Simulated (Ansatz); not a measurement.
BeSe:
```
BeSe
1.0
    3.67161     0.00000     0.00000
   -1.83581     3.17971     0.00000
    0.00000     0.00000     8.26567
Be Se
3 3
Direct
  0.50000   0.00000   0.50000
  0.00000   0.50000   0.16667
  0.50000   0.50000   0.83333
  0.50000   0.00000   0.00000
  0.00000   0.50000   0.66667
  0.50000   0.50000   0.33333
```

Relaxed with PBE. Special points in fractions of this cell's reciprocal vectors: Γ (0.000, 0.000, 0.000); M (0.500, 0.000, 0.000); K (0.333, 0.333, 0.000); A (0.000, 0.000, 0.500); L (0.500, 0.000, 0.500); H (0.333, 0.333, 0.500).

**Question.** List the band energies nearest the valence-band maximum at these points for PBE in the plane-wave PAW code Ansatz.

**Answer.** In eV from the valence-band maximum; about four levels below and three above (degenerate sets whole), none deeper than 8.9 eV; points with the same levels are listed once.

```csv
k,below,above
Γ,-0.71 -0.71 -0.38 0.00,3.15 3.21 3.21
M,-2.36 -2.17 -1.75 -1.74,2.15 2.54 3.00
K,-3.82 -3.82 -2.46 -1.72 -1.72,3.04 3.63 3.63
A,-0.76 -0.52 -0.52 -0.38,2.78 3.88 3.88
L,-2.48 -2.00 -1.79 -1.36,2.87 3.07 3.38
H,-3.33 -3.33 -2.55 -1.24,3.93 4.33 4.98 4.98
```

Space group P6_222. A made-up cell: these elements were put on the sites of a structure type; neither database checked (COD, Materials Project) lists it. COD files the formula under space group No. 216, so this cell is another polymorph or a model. Its standing as an ambient phase is unchecked. The PBE relaxation kept the symmetry of its start; its stability against distortions is not shown here. Scalar-relativistic: spin–orbit coupling is off unless named, which matters more the heavier the elements.

Potentials: the later of the program's two PAW sets.
